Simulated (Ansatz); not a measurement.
# ¹²⁷I nuclear quadrupole resonance in MnC₅IO₅

Cell: an entry of the Crystallography Open Database (COD), its atoms then relaxed with PBE in this cell.

Space group Cmcm (No. 63); a = 7.4783, b = 10.8100, c = 10.7310 Å.

| site | Wyckoff | site symmetry | x | y | z |
| --- | --- | --- | --- | --- | --- |
| Mn | 4c | m2m | 0.5000 | 0.3545 | 0.7500 |
| C3 | 4c | m2m | 0.5000 | 0.1877 | 0.7500 |
| C5 | 16h | 1 | 0.8228 | 0.8658 | 0.6300 |
| I | 4c | m2m | 0.5000 | 0.6051 | 0.7500 |
| O15 | 4c | m2m | 0.5000 | 0.0811 | 0.7500 |
| O17 | 16h | 1 | 0.7107 | 0.8745 | 0.5579 |

One atom of each set is listed; the run and its k-mesh use a cell of 24 atoms with edges of 6.57, 6.57, 10.73 Å.

Level of theory: DFT, r2SCAN, plane waves and PAW, scalar-relativistic, collinear spin, 500 eV cutoff, Γ-centred 6×6×3 k-points, Fermi–Dirac smearing 0.05 eV (Ansatz 0.2.0). Start moments as typed (μB): 4 on each Mn, none on the rest.

¹²⁷I: I = 5/2, Q = -688.2 mb (year-2017 value). Static lattice, zero field.

**Question.** The simulated lines lie at 185.0, 369.7 MHz. What are |C_Q|, η and |V_zz| at I?

**Answer.** For I = 5/2 and η = 0 the lines are 3|C_Q|/20 and twice that; η pulls their ratio below 2. Here |C_Q| = 1232 MHz, η = 0.02 and |V_zz| = 74.1 × 10²¹ V/m². The calculation gives V_zz positive; the lines don't show the sign. The site has 1 Mn at 2.71 Å, 4 C at 3.18 Å.

At I V_zz points along its shortest bond, to Mn (within 1°).

The largest force is 1.0 eV/Å, so the atoms aren't at the calculated equilibrium and relaxing them would move these values. The program didn't check the stability of this electronic state in full, so a lower one may lie near. Without spin–orbit coupling the gradients at and beside I can be off by some per cent, at some sites by more. With these PAW files V_zz is typically within 2 to 3 % of all-electron values, but misses above 10 % occur on I. The database entry as given showed forces above 3 eV/Å or a pressure above 30 GPa, though relaxing it moves no atom far. The start moments die out, and the run ends without spin.

Hardware: 2 threads of Arm Neoverse N1 (aarch64; 36 cores open to the job, memory cap 5.0 GiB, no GPU), a shared host with a load of 1.0 a core. Wall time 15 min, CPU time 29 min, peak memory 3.1 GiB.
